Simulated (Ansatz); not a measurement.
Relaxed Ge (diamond):

```
Ge
1.0
    0.00000     2.83729     2.83729
    2.83729     0.00000     2.83729
    2.83729     2.83729     0.00000
Ge
2
Direct
  0.00000   0.00000   0.00000
  0.25000   0.25000   0.25000
```

All values below come from r2SCAN (plane waves to 500 eV, PAW, scalar-relativistic; Ansatz, a quantum-chemistry and plane-wave program). k mesh 8×8×8 (Γ-centred), Fermi-Dirac smearing 0.05 eV. As the smearing reaches across the gap at some points, energies and forces of such displacements shift with the k mesh and the smearing. Ge was relaxed with its symmetry unable to fall.

One atom of the cell was then moved (with its periodic images), all else fixed, and the forces (eV/Å) came out as:

| atom | Fx | Fy | Fz |
|---|---|---|---|
| Ge1 | 0.308 | 0.308 | 0.308 |
| Ge2 | -0.308 | -0.308 | -0.308 |

With two atoms only their relative shift counts; take Ge1 as fixed.

Problem. Which atom was moved, and by which vector (Å)?

Solution. Ge2, by (0.03, 0.03, 0.03), 0.05 Å in all.

(For displaced atoms, the force is minus the slope of the energy, and its curvature is a force constant, which sets phonon frequencies.)
